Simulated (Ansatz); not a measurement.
Given:

Mg3ZnO4:
```cif
data_Mg3O4Zn
_chemical_formula_sum 'Mg3 Zn1 O4'
_space_group_name_H-M_alt 'Pm-3m'
_space_group_IT_number 221
_space_group_name_Hall '-P 4 2 3'
_cell_length_a 4.17477
_cell_length_b 4.17477
_cell_length_c 4.17477
_cell_angle_alpha 90.000
_cell_angle_beta 90.000
_cell_angle_gamma 90.000
loop_
_atom_site_label
_atom_site_type_symbol
_atom_site_symmetry_multiplicity
_atom_site_Wyckoff_symbol
_atom_site_fract_x
_atom_site_fract_y
_atom_site_fract_z
_atom_site_occupancy
Mg1 Mg 3 c 0.00000 0.50000 0.50000 1
Zn1 Zn 1 a 0.00000 0.00000 0.00000 1
O1 O 3 d 0.00000 0.00000 0.50000 1
O2 O 1 b 0.50000 0.50000 0.50000 1
```

This is the LDA-relaxed structure.

Question: All from the program Ansatz at the LDA level (PAW), unless another level is named. Give the electron effective mass.

Answer: 0.29 mₑ (isotropic).

Question: Give the formation energy from the elements (no fitted shifts).

Answer: -246 kJ/mol-atom.

Question: Give the weight of the valence-edge state by species (Voronoi cells).

Answer: O 70 %, Zn 29 %.

Question: Predict the valence-band maximum.

Answer: on the R–M line, 92 % of the way from R.

Question: What about the conduction-band minimum?

Answer: at Γ.

Question: Give the weight of the conduction-edge state by species (Voronoi cells).

Answer: O 45 %, Zn 40 %, Mg 15 %.

The workflow started from a Materials Project entry (that database holds measured and hypothetical structures alike); the Crystallography Open Database copy checked does not list it. With Mg and Zn taken as one species the cell has the higher symmetry Fm-3m, so it may be an ordered model of a mixed-site phase. Whether it is the stable phase at ambient conditions was not checked. Symmetry was held in the LDA relaxation; phonons on a q-mesh show no instability. The references are the lowest solids computed at this level, not always the standard phases (solids in place of the gases).

Potentials: the later of the program's two PAW sets.

Edges and masses are those of Kohn–Sham bands, whose gap is no quasiparticle gap.
